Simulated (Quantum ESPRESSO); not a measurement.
## Ru2Mg2Ta2AlTi (one composition in several site orders)

Computed values, not a measurement. The program is pw.x of Quantum ESPRESSO 7.5 (plane-wave density functional theory). The cell is made up: eight metal atoms on a hexagonal close-packed lattice, with elements, volume, strain and displacements drawn at random and not relaxed, so it may be unstable or far from any real phase. PseudoDojo standard norm-conserving files set the functional (PBE unless stated); there is no spin polarisation or spin-orbit coupling, the Fermi-Dirac width of 0.25 eV means electrons at about 2900 K, and the masses in the input are unused placeholders. Heavy elements are run without spin-orbit coupling, which real alloys of them have. A spin test at this wide smearing found no moment, but such smearing suppresses magnetism that the real alloy may have.

The runs put one composition on the sites in different orders. Cell, positions, cutoff, mesh and smearing stay as in the input of run 1; sites are counted in its order. Stress in the tables is positive in tension.

Input of run 1:

```
&control calculation='scf', pseudo_dir='./dojo.nc.sr.pbe.v0_5.standard.upf', outdir='./o', disk_io='medium', tprnfor=.true., tstress=.true. /
&system ibrav=0, nat=8, ntyp=5, nbnd=61, ecutwfc=84.00895049, nosym=.true., tot_charge=0,
 occupations='smearing', smearing='fd', degauss=0.0183746611
/
&electrons conv_thr=1.470e-08, electron_maxstep=70, mixing_beta=0.5 /
ATOMIC_SPECIES
Al 1.0 Al.upf
Mg 1.0 Mg.upf
Ru 1.0 Ru.upf
Ta 1.0 Ta.upf
Ti 1.0 Ti.upf
CELL_PARAMETERS angstrom
4.4711 -2.5814 0.0
-2.9808 0.0 -4.9472
2.9808 5.1628 0.0
ATOMIC_POSITIONS angstrom
Ru -0.0391 -0.0123 0.0041
Mg 1.4697 2.5161 0.0114
Ta 0.0395 1.7245 -2.4674
Al 1.4846 4.3316 -2.448
Mg 2.9571 -0.0045 0.0112
Ta 4.4554 2.5659 -0.0258
Ti 1.4756 -0.8624 -2.4955
Ru 2.9871 1.7383 -2.484
K_POINTS automatic
5 5 4 1 1 1
```

| run | elements on sites 1 to 8 | free energy less that of run 1 (eV) | -TS (eV) | pressure (GPa) | stress xx (GPa) | stress yy (GPa) | stress zz (GPa) | stress yz (GPa) | stress xz (GPa) | stress xy (GPa) | iterations |
| --- | --- | --- | --- | --- | --- | --- | --- | --- | --- | --- | --- |
| 1 | Ru Mg Ta Al Mg Ta Ti Ru | 0.000 | -1.758 | -14.71 | 15.43 | 14.82 | 13.87 | -0.64 | 1.11 | -1.38 | 15 |
| 2 | Ru Mg Ti Mg Al Ru Ta Ta | 0.454 | -1.908 | -13.83 | 10.61 | 13.77 | 17.11 | -0.79 | 0.04 | 1.66 | 15 |
| 3 | Ta Mg Ti Ru Ta Ru Al Mg | 0.082 | -1.785 | -14.14 | 14.73 | 14.16 | 13.54 | -0.79 | 1.55 | 0.39 | 15 |
| 4 | Ta Ru Al Ti Ru Mg Mg Ta | 0.516 | -1.881 | -13.85 | 10.94 | 14.24 | 16.36 | -0.54 | -1.42 | 1.39 | 17 |
| 5 | Ta Ru Al Ru Mg Mg Ta Ti | 0.054 | -1.783 | -14.19 | 13.88 | 15.24 | 13.43 | 2.30 | -1.12 | 1.67 | 17 |
| 6 | Al Mg Ta Ru Ta Ti Ru Mg | 0.392 | -1.844 | -13.97 | 10.51 | 14.33 | 17.06 | 0.82 | -1.24 | 2.08 | 15 |

Forces Fx Fy Fz (eV/Å):

```
site              run 1              run 2              run 3              run 4             run 5              run 6
   1  -0.27 -0.49 -0.27    -0.05 0.46 0.48  -0.03 -0.45 -0.47     0.17 0.72 0.11  0.49 -0.35 -0.46    0.36 0.01 -0.23
   2    0.38 0.22 -0.07    0.25 0.37 -0.04   -0.01 0.74 -0.30     0.19 0.41 0.00  -0.19 0.02 -0.02    -0.18 0.42 0.11
   3     0.64 0.16 0.25  -0.05 -0.32 -0.22   -0.11 -0.19 0.01    -0.34 0.36 0.07   -0.32 0.35 0.21   -0.56 -0.85 0.13
   4  -0.20 -0.04 -0.11   -0.06 0.00 -0.17   -0.02 0.66 -0.32   0.07 -0.54 -0.35    0.26 0.12 0.18  -0.21 -0.17 -0.36
   5  -0.37 -0.04 -0.22   0.01 -0.46 -0.23    0.05 -0.74 0.26  -0.25 -0.28 -0.24   -0.08 0.31 0.22   -0.05 -0.91 0.50
   6     0.19 0.62 0.11   -0.29 0.02 -0.28     0.12 0.02 0.05   -0.22 -0.29 0.38  -0.15 -0.22 0.35    0.12 0.57 -0.46
   7   -0.42 -0.39 0.17     0.03 0.32 0.66   -0.15 -0.55 0.64    0.27 0.36 -0.15  0.09 -0.39 -0.23     0.25 0.59 0.41
   8    0.04 -0.05 0.13   0.16 -0.40 -0.20     0.14 0.50 0.12    0.11 -0.73 0.20  -0.10 0.17 -0.24    0.26 0.33 -0.10
```

The sites are displaced and not relaxed, so the energy differences mix bonding between neighbours with strain and are not ordering energies. A rerun of one cell of this series at a higher cutoff and on a denser mesh moved values by no more than 0.004 eV in energy, 0.02 GPa in stress and 0.005 eV/Å in force, and a second program with other atomic files agreed on that cell to 2 % rms in force and 0.5 GPa in pressure.